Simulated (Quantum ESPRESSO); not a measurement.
## Al2ZnS3Se (one run as intended and one with a planted mistake)

Computed values, not a measurement. The program is pw.x of Quantum ESPRESSO 7.5 (plane-wave density functional theory). The cell is made up: 7 atoms on a zincblende/diamond lattice with one site empty, with randomly drawn elements, strain and displacements, not relaxed. PseudoDojo standard norm-conserving files (v0.5 for PBE, v0.4.1 for LDA and PBEsol) set the functional; there is no spin polarisation, spin-orbit coupling or dispersion term, and the masses in the input are unused placeholders.

Intended input:

```
&control calculation='scf', pseudo_dir='./dojo.nc.sr.pbe.v0_5.standard.upf', outdir='./o', disk_io='low', tprnfor=.true., tstress=.true. /
&system ibrav=0, nat=7, ntyp=4, nbnd=36, ecutwfc=85.99341389, nosym=.true., tot_charge=0,
 occupations='smearing', smearing='fd', degauss=0.0018374661
/
&electrons conv_thr=7.350e-09, electron_maxstep=60, /
ATOMIC_SPECIES
Al 1.0 Al.upf
S 1.0 S.upf
Se 1.0 Se.upf
Zn 1.0 Zn.upf
CELL_PARAMETERS angstrom
5.6547 0.0 0.0
0.0 5.6547 0.0
0.0 0.0 5.6547
ATOMIC_POSITIONS angstrom
Al -0.0206 0.0412 -0.0138
Zn 2.8879 0.011 2.8491
Al 2.7263 2.8277 0.0392
S 1.4548 1.3952 1.3555
S 1.4442 4.2674 4.1762
S 4.2231 1.4566 4.2311
Se 4.2661 4.2369 1.4461
K_POINTS automatic
4 4 4 1 1 1
```

The log is shortened where brackets say so; the opening notice, blank lines, dates and the lines on written files are dropped, and the path of the files is cut. It prints rydbergs, bohrs and kilobars, and counts compression as positive stress. Where no state is partly filled, the Fermi energy that it prints is only some level between the filled and the empty states on the mesh, and need not lie in the true gap.

Log of the intended run:

```
     Program PWSCF v.7.5
     Parallel version (MPI & OpenMP), running on       4 processor cores
     Number of MPI processes:                 4
     Threads/MPI process:                     1
     [start-up lines left out]
     bravais-lattice index     =            0
     lattice parameter (alat)  =      10.6858  a.u.
     unit-cell volume          =    1220.1840 (a.u.)^3
     number of atoms/cell      =            7
     number of atomic types    =            4
     number of electrons       =        60.00
     number of Kohn-Sham states=           36
     kinetic-energy cutoff     =      85.9934  Ry
     charge density cutoff     =     343.9737  Ry
     scf convergence threshold =      7.3E-09
     mixing beta               =       0.7000
     number of iterations used =            8  plain     mixing
     Exchange-correlation= PBE
                           (   1   4   3   4   0   0   0)
     [axes and pseudopotential details left out]
   Cartesian axes
     site n.     atom                  positions (alat units)
         1        Al     tau(   1) = (  -0.0036430   0.0072860  -0.0024404  )
         2        Zn     tau(   2) = (   0.5107079   0.0019453   0.5038464  )
         3        Al     tau(   3) = (   0.4821299   0.5000619   0.0069323  )
         4        S      tau(   4) = (   0.2572727   0.2467328   0.2397121  )
         5        S      tau(   5) = (   0.2553982   0.7546643   0.7385361  )
         6        S      tau(   6) = (   0.7468301   0.2575910   0.7482448  )
         7        Se     tau(   7) = (   0.7544344   0.7492705   0.2557342  )
     number of k points=    32  Fermi-Dirac smearing, width (Ry)=  0.0018
                       cart. coord. in units 2pi/alat
        k(    1) = (   0.1250000   0.1250000   0.1250000), wk =   0.0625000
        k(    2) = (   0.1250000   0.1250000   0.3750000), wk =   0.0625000
     [further k points left out]
     Dense  grid:   131491 G-vectors     FFT dimensions: (  64,  64,  64)
     Estimated max dynamical RAM per process >     239.90 MB
     Estimated total dynamical RAM >     863.29 MB
     Initial potential from superposition of free atoms
     starting charge      59.9948, renormalised to      60.0000
     Starting wfcs are   39 randomized atomic wfcs
     total cpu time spent up to now is        6.2 secs
     per-process dynamical memory:   175.5 Mb
     Self-consistent Calculation
     iteration #  1     ecut=    85.99 Ry     beta= 0.70
     Davidson diagonalization with overlap
     ethr =  1.00E-02,  avg # of iterations =  3.9
     Threshold (ethr) on eigenvalues was too large:
     Diagonalizing with lowered threshold
     Davidson diagonalization with overlap
     ethr =  6.52E-04,  avg # of iterations =  1.3
     total cpu time spent up to now is       25.6 secs
     total energy              =    -736.13687211 Ry
     estimated scf accuracy    <       0.37944362 Ry
     iteration #  2     ecut=    85.99 Ry     beta= 0.70
     Davidson diagonalization with overlap
     ethr =  6.32E-04,  avg # of iterations =  2.5
     total cpu time spent up to now is       34.6 secs
     total energy              =    -736.23196336 Ry
     estimated scf accuracy    <       0.18957195 Ry
     [iterations 3 to 8 left out]
     iteration #  9     ecut=    85.99 Ry     beta= 0.70
     Davidson diagonalization with overlap
     ethr =  3.48E-10,  avg # of iterations =  2.0
     total cpu time spent up to now is      101.3 secs
     total energy              =    -736.27327763 Ry
     estimated scf accuracy    <          7.5E-09 Ry
     iteration # 10     ecut=    85.99 Ry     beta= 0.70
     Davidson diagonalization with overlap
     ethr =  1.25E-11,  avg # of iterations =  3.0
     total cpu time spent up to now is      113.8 secs
     End of self-consistent calculation
     [lines on levels left out]
     the Fermi energy is     4.6157 ev
!    total energy              =    -736.27327763 Ry
     estimated scf accuracy    <          2.1E-09 Ry
     smearing contrib. (-TS)   =       0.00000000 Ry
     internal energy E=F+TS    =    -736.27327763 Ry
     The total energy is F=E-TS. E is the sum of the following terms:
     one-electron contribution =    -666.29519631 Ry
     hartree contribution      =     343.21121517 Ry
     xc contribution           =    -116.19353321 Ry
     ewald contribution        =    -296.99576328 Ry
     convergence has been achieved in  10 iterations
     Forces acting on atoms (cartesian axes, Ry/au):
     atom    1 type  1   force =     0.01405268    0.00875898   -0.02539611
     atom    2 type  4   force =    -0.01081298    0.01166586    0.01219929
     atom    3 type  1   force =     0.00880726   -0.00116393   -0.03336046
     atom    4 type  2   force =    -0.01381273   -0.00209004   -0.01657128
     atom    5 type  2   force =    -0.01175458   -0.00012197    0.04440440
     atom    6 type  2   force =     0.00139476    0.00051151    0.03499516
     atom    7 type  3   force =     0.01212560   -0.01756041   -0.01627100
     Total force =     0.083902     Total SCF correction =     0.000136
     Computing stress (Cartesian axis) and pressure
          total   stress  (Ry/bohr**3)                   (kbar)     P=      -67.88
  -0.00047795   0.00005880  -0.00005010          -70.31        8.65       -7.37
   0.00005880  -0.00048140   0.00002098            8.65      -70.82        3.09
  -0.00005010   0.00002098  -0.00042490           -7.37        3.09      -62.50
     init_run     :      5.59s CPU      5.91s WALL (       1 calls)
     electrons    :    106.06s CPU    107.72s WALL (       1 calls)
     forces       :      1.69s CPU      1.75s WALL (       1 calls)
     stress       :      4.52s CPU      4.52s WALL (       1 calls)
     [timing details left out]
     PWSCF        :   1m58.18s CPU   2m 0.33s WALL
     JOB DONE.
```

A second run has one planted mistake: the cell and the positions are scaled by a wrong factor. The input lines that differ, file-writing options aside:

```
- 5.6547 0.0 0.0
+ 5.5631 0.0 0.0
- 0.0 5.6547 0.0
+ 0.0 5.5631 0.0
- 0.0 0.0 5.6547
+ 0.0 0.0 5.5631
- Al -0.0206 0.0412 -0.0138
+ Al -0.0203 0.0405 -0.0136
- Zn 2.8879 0.011 2.8491
+ Zn 2.8411 0.0108 2.8029
- Al 2.7263 2.8277 0.0392
+ Al 2.6821 2.7819 0.0386
- S 1.4548 1.3952 1.3555
+ S 1.4312 1.3726 1.3335
- S 1.4442 4.2674 4.1762
+ S 1.4208 4.1983 4.1085
- S 4.2231 1.4566 4.2311
+ S 4.1547 1.433 4.1626
- Se 4.2661 4.2369 1.4461
+ Se 4.197 4.1683 1.4227
```

Its log:

```
     Program PWSCF v.7.5
     Parallel version (MPI & OpenMP), running on       4 processor cores
     Number of MPI processes:                 4
     Threads/MPI process:                     1
     [start-up lines left out]
     bravais-lattice index     =            0
     lattice parameter (alat)  =      10.5127  a.u.
     unit-cell volume          =    1161.8423 (a.u.)^3
     number of atoms/cell      =            7
     number of atomic types    =            4
     number of electrons       =        60.00
     number of Kohn-Sham states=           36
     kinetic-energy cutoff     =      85.9934  Ry
     charge density cutoff     =     343.9737  Ry
     scf convergence threshold =      7.3E-09
     mixing beta               =       0.7000
     number of iterations used =            8  plain     mixing
     Exchange-correlation= PBE
                           (   1   4   3   4   0   0   0)
     [axes and pseudopotential details left out]
   Cartesian axes
     site n.     atom                  positions (alat units)
         1        Al     tau(   1) = (  -0.0036490   0.0072801  -0.0024447  )
         2        Zn     tau(   2) = (   0.5107045   0.0019414   0.5038378  )
         3        Al     tau(   3) = (   0.4821233   0.5000629   0.0069386  )
         4        S      tau(   4) = (   0.2572666   0.2467329   0.2397045  )
         5        S      tau(   5) = (   0.2553972   0.7546692   0.7385271  )
         6        S      tau(   6) = (   0.7468318   0.2575902   0.7482519  )
         7        Se     tau(   7) = (   0.7544355   0.7492765   0.2557387  )
     number of k points=    32  Fermi-Dirac smearing, width (Ry)=  0.0018
                       cart. coord. in units 2pi/alat
        k(    1) = (   0.1250000   0.1250000   0.1250000), wk =   0.0625000
        k(    2) = (   0.1250000   0.1250000   0.3750000), wk =   0.0625000
     [further k points left out]
     Dense  grid:   124823 G-vectors     FFT dimensions: (  64,  64,  64)
     Estimated max dynamical RAM per process >     229.40 MB
     Estimated total dynamical RAM >     826.18 MB
     Initial potential from superposition of free atoms
     starting charge      59.9948, renormalised to      60.0000
     Starting wfcs are   39 randomized atomic wfcs
     total cpu time spent up to now is        5.5 secs
     per-process dynamical memory:   168.5 Mb
     Self-consistent Calculation
     iteration #  1     ecut=    85.99 Ry     beta= 0.70
     Davidson diagonalization with overlap
     ethr =  1.00E-02,  avg # of iterations =  3.8
     Threshold (ethr) on eigenvalues was too large:
     Diagonalizing with lowered threshold
     Davidson diagonalization with overlap
     ethr =  6.29E-04,  avg # of iterations =  2.3
     total cpu time spent up to now is       22.9 secs
     total energy              =    -736.16784519 Ry
     estimated scf accuracy    <       0.36676404 Ry
     iteration #  2     ecut=    85.99 Ry     beta= 0.70
     Davidson diagonalization with overlap
     ethr =  6.11E-04,  avg # of iterations =  2.6
     total cpu time spent up to now is       31.6 secs
     total energy              =    -736.25886389 Ry
     estimated scf accuracy    <       0.16802755 Ry
     [iterations 3 to 8 left out]
     iteration #  9     ecut=    85.99 Ry     beta= 0.70
     Davidson diagonalization with overlap
     ethr =  3.37E-10,  avg # of iterations =  2.0
     total cpu time spent up to now is       91.9 secs
     total energy              =    -736.29649808 Ry
     estimated scf accuracy    <          7.9E-09 Ry
     iteration # 10     ecut=    85.99 Ry     beta= 0.70
     Davidson diagonalization with overlap
     ethr =  1.31E-11,  avg # of iterations =  3.1
     total cpu time spent up to now is      100.2 secs
     End of self-consistent calculation
     [lines on levels left out]
     the Fermi energy is     5.2013 ev
!    total energy              =    -736.29649808 Ry
     estimated scf accuracy    <          2.1E-09 Ry
     smearing contrib. (-TS)   =       0.00000000 Ry
     internal energy E=F+TS    =    -736.29649808 Ry
     The total energy is F=E-TS. E is the sum of the following terms:
     one-electron contribution =    -658.22682727 Ry
     hartree contribution      =     340.14706224 Ry
     xc contribution           =    -116.33252558 Ry
     ewald contribution        =    -301.88420748 Ry
     convergence has been achieved in  10 iterations
     Forces acting on atoms (cartesian axes, Ry/au):
     atom    1 type  1   force =     0.01577280    0.00887469   -0.02824978
     atom    2 type  4   force =    -0.01319720    0.01430906    0.01271445
     atom    3 type  1   force =     0.01066977    0.00039354   -0.03712228
     atom    4 type  2   force =    -0.01909135   -0.00145905   -0.00898159
     atom    5 type  2   force =    -0.01737332   -0.00372365    0.04166339
     atom    6 type  2   force =     0.00533408    0.00631436    0.03212436
     atom    7 type  3   force =     0.01788523   -0.02470894   -0.01214855
     Total force =     0.088517     Total SCF correction =     0.000189
     Computing stress (Cartesian axis) and pressure
          total   stress  (Ry/bohr**3)                   (kbar)     P=      -48.34
  -0.00034715   0.00007703  -0.00005941          -51.07       11.33       -8.74
   0.00007703  -0.00034801   0.00001661           11.33      -51.19        2.44
  -0.00005941   0.00001661  -0.00029071           -8.74        2.44      -42.76
     init_run     :      5.07s CPU      5.32s WALL (       1 calls)
     electrons    :     93.70s CPU     94.78s WALL (       1 calls)
     forces       :      1.18s CPU      1.22s WALL (       1 calls)
     stress       :      3.88s CPU      3.88s WALL (       1 calls)
     [timing details left out]
     PWSCF        :   1m44.00s CPU   1m45.45s WALL
     JOB DONE.
```

|  | intended run | run with the mistake |
| --- | --- | --- |
| free energy (eV) | -10017.508 | -10017.824 |
| smearing term -TS (eV) | 0.0000 | 0.0000 |
| pressure (GPa) | -6.79 | -4.83 |
| largest force component (eV/Å) | 1.142 | 1.071 |
| largest change of a force component (eV/Å) |  | 0.195 |
| iterations | 10 | 10 |

For scale, a rerun of the intended cell at 1467 eV and a 6 x 6 x 6 mesh moved values by no more than 0.002 eV in energy, 0.02 GPa in stress and 0.002 eV/Å in force.